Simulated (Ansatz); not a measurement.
Here is the system:

Starting cell, AlN (wurtzite):

```
CELL_PARAMETERS angstrom
      6.26060     0.00000     0.00000
     -1.56515     2.71092     0.00000
      0.00000     0.00000     5.01801
ATOMIC_POSITIONS crystal
  Al 0.33333 0.33333 0.00337
  Al 0.83333 0.33333 0.00337
  Al 0.16667 0.66667 0.50337
  Al 0.66667 0.66667 0.50337
  N  0.33333 0.33333 0.62183
  N  0.83333 0.33333 0.62183
  N  0.16667 0.66667 0.12183
  N  0.66667 0.66667 0.12183
```

A phonon eigenvector at M = (0.5, 0.0, 0.0) is frozen into this cell: atom i moves by Q times the vector below, so Q is the largest atomic displacement, in Å. The cell is held. (q is in reciprocal vectors of the primitive cell; the cell shown is doubled to hold the pattern.)

```json
[
 {"atom": "Al1", "x": "0.852", "y": "0.492", "z": "0.182"},
 {"atom": "Al2", "x": "-0.852", "y": "-0.492", "z": "-0.182"},
 {"atom": "Al3", "x": "-0.852", "y": "-0.492", "z": "0.182"},
 {"atom": "Al4", "x": "0.852", "y": "0.492", "z": "-0.182"},
 {"atom": "N5", "x": "0.520", "y": "0.300", "z": "-0.535"},
 {"atom": "N6", "x": "-0.520", "y": "-0.300", "z": "0.535"},
 {"atom": "N7", "x": "-0.520", "y": "-0.300", "z": "-0.535"},
 {"atom": "N8", "x": "0.520", "y": "0.300", "z": "0.535"}
]
```

Computed with PBE (plane waves to 420 eV, PAW, scalar-relativistic; Ansatz, a first-principles code). k mesh 6×12×7 (Γ-centred), Fermi-Dirac smearing 0.05 eV. Energies are smeared free energies. AlN was relaxed with its symmetry unable to fall. ΔE is measured from the undisplaced structure.

The scan covers Q from -0.280 to 0.280 Å in 13 points.

Problem. Which space group does the distorted structure have?

Solution. Pmn2_1 (No. 31), lowered from P6_3mc.

Problem. What is the energy change at Q = 0.280 Å?

Solution. 4800 meV/cell.

Problem. What harmonic wavenumber does the curvature at Q = 0 give?

Solution. 491 cm⁻¹.

(For displaced atoms, the force is minus the slope of the energy, and its curvature is a force constant, which sets phonon frequencies.)
